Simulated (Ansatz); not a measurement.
ZrW₂:
```
ZrW2
1.0
    0.00000     3.78953     3.78953
    3.78953     0.00000     3.78953
    3.78953     3.78953     0.00000
Zr W
2 4
Cartesian
  3.78953   3.78953   3.78953
  5.68430   5.68430   5.68430
  0.94738   0.94738   0.94738
  0.94738   2.84215   2.84215
  2.84215   2.84215   0.94738
  2.84215   0.94738   2.84215
```

This is the PBEsol-relaxed structure.

### Question
All from plane-wave PAW PBEsol (Ansatz code), unless another level is named. Estimate the density of states at the Fermi level.

### Answer
0.43 states/eV per atom (mean over ±0.08 eV).

### Question
And the formation energy from the elements (no fitted shifts)?

### Answer
-0.14 eV/atom.

### Question
And the gap with spin–orbit coupling?

### Answer
none (metallic).

Space group Fd-3m (cubic Laves (MgCu2 type)). The workflow started from an entry of the Crystallography Open Database (COD). Its standing as an ambient phase is unchecked. The PBEsol relaxation kept the symmetry of its start; whether a distortion lowers the energy is not shown. No spin polarisation was allowed. The references are the lowest solids computed at this level, not always the standard phases. Spin–orbit coupling is left out wherever it is not named.

Potentials: the later of the program's two PAW sets.
